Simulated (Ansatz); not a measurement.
HfSi:
```
HfSi
1.0
    6.82198     0.00000     0.00000
    0.00000     3.75881     0.00000
    0.00000     0.00000     5.20236
Si Hf
4 4
Direct
  0.04317   0.25000   0.64021
  0.45683   0.75000   0.14021
  0.54317   0.25000   0.85979
  0.95683   0.75000   0.35979
  0.17550   0.25000   0.12640
  0.32450   0.75000   0.62640
  0.67550   0.25000   0.37360
  0.82450   0.75000   0.87360
```

Relaxed with PBEsol. Special points in fractions of this cell's reciprocal vectors: Γ (0.000, 0.000, 0.000); X (0.500, 0.000, 0.000); S (0.500, 0.500, 0.000); Y (0.000, 0.500, 0.000); Z (0.000, 0.000, 0.500); U (0.500, 0.000, 0.500); R (0.500, 0.500, 0.500); T (0.000, 0.500, 0.500).

**Question.** List the band energies nearest the Fermi level at these points for PBEsol (plane waves, PAW; program Ansatz).

**Answer.** In eV from the Fermi level; about four levels below and three above (degenerate sets whole), none deeper than 8.9 eV; points with the same levels are listed once.

| k | below | above |
|---|---|---|
| Γ | -0.83 -0.54 -0.33 -0.25 | 0.38 0.66 0.90 |
| X | -0.93 -0.93 -0.60 -0.60 | 0.08 0.08 1.09 1.09 |
| S | -2.03 -2.03 -2.03 -2.03 | 2.89 2.89 2.89 2.89 |
| Y | -2.11 -2.11 -1.71 -1.71 | 2.10 2.10 2.54 2.54 |
| Z | -1.22 -1.22 -0.21 -0.21 | 0.89 0.89 0.97 0.97 |
| U | -1.26 -1.26 -0.77 -0.77 | 0.55 0.55 1.29 1.29 |
| R | -1.72 -1.72 -1.72 -1.72 | 1.95 1.95 1.95 1.95 |
| T | -0.57 -0.57 -0.05 -0.05 | 0.89 0.89 3.01 3.01 |

Space group Pnma. The workflow started from an entry of the Crystallography Open Database (COD). Whether it is the stable phase at ambient conditions was not checked. Symmetry was held in the PBEsol relaxation; whether a distortion lowers the energy is not shown. No spin polarisation was allowed. Spin–orbit coupling is left out wherever it is not named.

Potentials: the later of the program's two PAW sets.
